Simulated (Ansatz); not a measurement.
MnSb (P6_3/mmc): electronic heat capacity from the density of states

Method: DFT PBE, scalar-relativistic, plane waves, PAW (Ansatz).

Plane waves to 420 eV, a k mesh through Γ of 12×12×8 on the computed 4-atom cell and Gaussian smearing (0.10 eV); collinear spin from starting moments 3.58 3.58 -0.12 -0.12 μB.

Relaxed cell: P6_3/mmc, a = 4.097 Å, b = 4.097 Å, c = 5.597 Å, α = 90.00°, β = 90.00°, γ = 120.00°, 4 atoms in the primitive cell. Whether it is the stable form of this composition wasn't checked.

The density of states at the Fermi level is 2.215 states/eV in the cell of 4 atoms (2 formula units; both spins, tetrahedra on a 18×18×12 mesh). The run ends with a moment of 6.39 μB a cell (largest on a site 3.25 μB), and the figure is for this state; a paramagnetic sample can have a quite different one. Another magnetic order, if the compound takes it, can change N(E_F) and the shape of the cell a good deal, and may open a gap, where γ is close to zero.

Question: What Sommerfeld coefficient does this give?

Answer: Per formula unit N(E_F) = 1.107 states/eV. γ = (π²/3) k_B² N(E_F) N_A = 2.357 mJ/(mol K²) per state/eV, so γ = 2.6 mJ/(mol K²), a mole of formula units. This is the bare band result: a measured γ of the same phase and magnetic order is as a rule larger by a factor 1 + λ from phonons and spin fluctuations. N(E_F) at one energy is sensitive to the mesh where the density of states has sharp peaks.

Spin-orbit coupling is left out, which matters for the bands of heavy elements. Only parallel moments were tried here.

Only this magnetic start was tried.